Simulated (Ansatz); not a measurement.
Here is the system:

BaTiO3:
```xyz
5
Lattice="3.9270 0.0000 0.0000 0.0000 3.9270 0.0000 0.0000 0.0000 3.9745" Properties=species:S:1:pos:R:3 pbc="T T T"
Ba     1.9635     1.9635     2.3034
Ti     0.0000     0.0000     0.3646
O      0.0000     1.9635     0.2589
O      1.9635     0.0000     0.2589
O      0.0000     0.0000     2.2196
```

This is the LDA-relaxed structure.

Task: All from the program Ansatz at the LDA level (PAW), unless another level is named. Estimate the hole effective mass.

Result: 0.78, 0.78, 21 mₑ (principal values).

Task: Next, the formation energy from the elements (no fitted shifts)?

Result: -3.33 eV/atom.

Task: And the valence-band maximum?

Result: at A.

Space group P4mm. The LDA relaxation kept the symmetry of its start. At this level the phase is dynamically unstable (imaginary phonons). The run is not spin-polarised. The references are the lowest solids computed at this level, not always the standard phases (solids in place of the gases). Scalar-relativistic: spin–orbit coupling is off unless named, which matters more the heavier the elements.

Potentials: the earlier of the program's two PAW sets. The files were generated under PBE; for other functionals the program regenerates the frozen cores, and for LDA and PBEsol the local potential too.

Edges and masses are those of Kohn–Sham bands, whose gap is no quasiparticle gap.
